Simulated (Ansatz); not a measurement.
## SiH₁₀O₄F₆: 17O NMR of the central transition

Cell: a computed structure from the Materials Project (it need not be an observed phase).

Space group P2_1/c (No. 14); a = 5.9370, b = 9.8008, c = 6.4462 Å, β = 104.47°.

| site | Wyckoff | site symmetry | x | y | z |
| --- | --- | --- | --- | --- | --- |
| Si | 2a | -1 | 0.0000 | 0.5000 | 0.5000 |
| H3 | 4e | 1 | 0.7870 | 0.6226 | 0.0865 |
| H7 | 4e | 1 | 0.8281 | 0.6179 | 0.8497 |
| H11 | 4e | 1 | 0.5671 | 0.6942 | 0.8716 |
| H15 | 4e | 1 | 0.2566 | 0.7251 | 0.7627 |
| H19 | 4e | 1 | 0.3899 | 0.8565 | 0.8703 |
| O23 | 4e | 1 | 0.7091 | 0.6142 | 0.9322 |
| O27 | 4e | 1 | 0.4039 | 0.7749 | 0.7862 |
| F31 | 4e | 1 | 0.9364 | 0.6339 | 0.3283 |
| F35 | 4e | 1 | 0.7162 | 0.4809 | 0.4885 |
| F39 | 4e | 1 | 0.9717 | 0.3907 | 0.2869 |

One atom of each set is listed.

The numbers come from a DFT calculation in Ansatz (PBE, plane waves and PAW, scalar-relativistic, 420 eV cutoff, Γ-centred 4×3×4 k-points, Fermi–Dirac smearing 0.02 eV).

17O has I = 5/2 and Q = -25.58 mb (Pyykkö 2018); at 18.8 T its Larmor frequency is ν₀ = 108.6 MHz. Only the quadrupole interaction is simulated: positions count from each site's isotropic chemical shift, and J coupling is left out, as are shift anisotropy and dipolar coupling, which fast spinning averages.

**Question.** Simulate the second-order pattern (fast magic-angle spinning, Gaussian broadening 0.2 kHz) of site O23 (3 H at 0.99–1.15 Å).

**Answer.** The calculation gives C_Q = 8.20 MHz and η = 0.45, so ν_Q = 1.23 MHz and the centre of gravity lies at -36.6 ppm (-3.97 kHz).

| offset (kHz) | height |
| --- | --- |
| -10.09 | 0 |
| -9.76 | 1 |
| -9.43 | 8 |
| -9.10 | 8 |
| -8.76 | 9 |
| -8.43 | 9 |
| -8.10 | 9 |
| -7.77 | 10 |
| -7.44 | 18 |
| -7.11 | 31 |
| -6.78 | 33 |
| -6.45 | 36 |
| -6.12 | 41 |
| -5.79 | 48 |
| -5.46 | 79 |
| -5.13 | 98 |
| -4.80 | 73 |
| -4.47 | 67 |
| -4.14 | 65 |
| -3.81 | 66 |
| -3.47 | 69 |
| -3.14 | 78 |
| -2.81 | 100 |
| -2.48 | 78 |
| -2.15 | 64 |
| -1.82 | 57 |
| -1.49 | 52 |
| -1.16 | 48 |
| -0.83 | 44 |
| -0.50 | 32 |
| -0.17 | 1 |
| 0.16 | 0 |

At O23 V_zz stands upright on the plane through its three neighbours (within 9°).

The largest force is 0.4 eV/Å, so the atoms aren't at the calculated equilibrium and relaxing them would move these values.
